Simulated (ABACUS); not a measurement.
ABACUS run on Ti3Al (P6_3/mmc, 16 atoms in the cell; from Materials Project mp-1823, lattice scaled a little): self-consistent single point.

Method: PBE, numerical atomic orbitals TZP (confined pseudo-atomic orbitals; energy shift 0.01 Ry), PseudoDojo 0.5 standard norm-conserving PBE (tails mended) pseudopotentials (ABACUS 3.10.1).

```yaml
crystal:
  lattice:
    - [5.75747, 0.00000, 0.00000]
    - [0.00000, 9.97223, 0.00000]
    - [0.00000, 0.00000, 4.63842]
  atoms:
    - { symbol: Ti, position: [0.50000, 0.32990, 0.25000] }
    - { symbol: Ti, position: [0.00000, 0.17010, 0.75000] }
    - { symbol: Ti, position: [0.75515, 0.41495, 0.75000] }
    - { symbol: Ti, position: [0.74485, 0.08505, 0.25000] }
    - { symbol: Ti, position: [0.25515, 0.08505, 0.25000] }
    - { symbol: Ti, position: [0.24485, 0.41495, 0.75000] }
    - { symbol: Ti, position: [0.00000, 0.82990, 0.25000] }
    - { symbol: Ti, position: [0.50000, 0.67010, 0.75000] }
    - { symbol: Ti, position: [0.25515, 0.91495, 0.75000] }
    - { symbol: Ti, position: [0.24485, 0.58505, 0.25000] }
    - { symbol: Ti, position: [0.75515, 0.58505, 0.25000] }
    - { symbol: Ti, position: [0.74485, 0.91495, 0.75000] }
    - { symbol: Al, position: [0.00000, 0.33333, 0.25000] }
    - { symbol: Al, position: [0.50000, 0.16667, 0.75000] }
    - { symbol: Al, position: [0.50000, 0.83333, 0.25000] }
    - { symbol: Al, position: [0.00000, 0.66667, 0.75000] }
```

Reference input (self-consistent single point, DFT, PBE, numerical atomic orbitals TZP (confined pseudo-atomic orbitals; energy shift 0.01 Ry), PseudoDojo 0.5 standard norm-conserving PBE (tails mended) pseudopotentials): basis = TZP numerical atomic orbitals, energy shift 0.01 Ry; KPT = Gamma 3 2 3 0 0 0; basis_type = lcao; dft_functional = PBE; ecutwfc = 100 Ry; smearing_method = fd; smearing_sigma = 0.00734986 Ry; potentials = PseudoDojo 0.5 standard norm-conserving PBE (tails mended); symmetry = 1; ks_solver = scalapack_gvx; scf_nmax = 100; scf_thr = 1.0e-06. This run's input differs from it in these lines:

```diff
@@ -10,3 +10,3 @@
 smearing_method      fd
-smearing_sigma       0.00734986
+smearing_sigma       0.0220496
 ks_solver            scalapack_gvx
```

Log, with long lists cut:

```
 SELF-CONSISTENT
 -------------------------------------------

                  longest orb rcut (Bohr) = 8
   longest nonlocal projector rcut (Bohr) = 1.78
                     search radius (Bohr) = 19.6

                          real space grid = [ 72, 120, 60 ]

                                 init_chg = atomic

 LCAO ALGORITHM --------------- ION=   1  ELEC=   1--------------------------------

 Density error is 0.0478813690483
 E_KohnSham     -1442.8651827336     -19631.1879309887
 E_Fermi        0.9341251539         12.7094247381

 LCAO ALGORITHM --------------- ION=   1  ELEC=   2--------------------------------

   [... lines left out ...]

   [... 7 blocks of this kind left out ...]

 LCAO ALGORITHM --------------- ION=   1  ELEC=  10--------------------------------

 Density error is 7.14234928406e-06
 E_KohnSham     -1443.0151718300     -19633.2286373373
 E_Fermi        0.9046744535         12.3087274022

 LCAO ALGORITHM --------------- ION=   1  ELEC=  11--------------------------------

 Density error is 3.57732809115e-07
 E_KohnSham     -1443.0151718325     -19633.2286373713
 E_KS(sigma->0) -1442.8126716926     -19630.4734816229
 E_entropy(-TS) -0.4050002798        -5.5103114968
 E_Fermi        0.9046744671         12.3087275882
 charge density convergence is achieved
 final etot is -19633.228637 eV
 EFERMI = 12.308727588 eV

 STATE ENERGY(eV) AND OCCUPATIONS    NSPIN == 1
   [... 91 lines left out ...]

 TOTAL-FORCE (eV/Angstrom)
                       Ti1         0.0000000000         0.1194339448         0.0000000000
                       Ti2         0.0000000000        -0.1180415033         0.0000000000
                       Ti3        -0.1072819150         0.0606809212         0.0000000000
                       Ti4         0.1065250625        -0.0596763714         0.0000000000
                       Ti5        -0.1065250625        -0.0596763714         0.0000000000
                       Ti6         0.1072819150         0.0606809212         0.0000000000
                       Ti7         0.0000000000         0.1180415033         0.0000000000
   [... lines left out ...]

 TOTAL-STRESS (KBAR)
        -3.0989005612         0.0000000000         0.0000000000
         0.0000000000        -2.3963165303         0.0000000000
         0.0000000000         0.0000000000         4.8320112762
 TOTAL-PRESSURE: -0.221069 KBAR

 --------------------------------------------
 !FINAL_ETOT_IS -19633.2286373712995555 eV
 --------------------------------------------
```

The run converged in 11 iterations. Against the reference run the free energy goes down by 146 meV/atom and the pressure goes from -1.78 to -0.02 GPa.

The atom-centred basis is finite, which shifts total energies, pressures and forces against plane waves. This run is one point of a test of settings, so its values need not be converged; read them against the reference run alone. The structure comes from a collection of computed structures, made at another level of theory; the collection holds predicted forms beside known ones. Its lattice was then scaled. No clean gap shows at this smearing width and mesh (spacing up to 0.45 Å⁻¹); the mesh is coarse for partly filled bands, so the values carry mesh errors.

Cost on one core: very roughly 100 core-seconds.

The atomic orbitals were generated for these runs; they are not ABACUS's published sets and were checked against plane waves on a few crystals only.

“Tails mended”: in these copies of the files the far tail of each local potential was reset to the Coulomb form.
